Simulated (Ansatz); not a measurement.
Data:

SnGe:
```xyz
4
Lattice="4.3685 0.0000 0.0000 0.0000 4.4048 0.0000 0.0000 0.0000 6.2618" Properties=species:S:1:pos:R:3 pbc="T T T"
Ge     3.2764     0.0000     5.5751
Ge     1.0921     0.0000     0.6867
Sn     1.0921     2.2024     2.2348
Sn     3.2764     2.2024     4.0270
```

This is the PBE-relaxed structure.

Problem. All from PBE (plane waves, PAW; program Ansatz), unless another level is named. Give the electronic character.

Solution. metallic (no gap).

Problem. And the formation energy from the elements (no fitted shifts)?

Solution. 0.060 eV/atom.

Problem. And the density of states at the Fermi level?

Solution. 0.08 states/eV per atom (mean over ±0.08 eV).

Space group Pmma. The start of the workflow was typed in or built on a structure type; neither database checked (COD, Materials Project) lists it. Whether it is the stable phase at ambient conditions was not checked. The PBE relaxation kept the symmetry of its start; whether a distortion lowers the energy is not shown. The references are the lowest solids computed at this level, not always the standard phases. Scalar-relativistic: spin–orbit coupling is off unless named, which matters more the heavier the elements.

Potentials: the later of the program's two PAW sets.
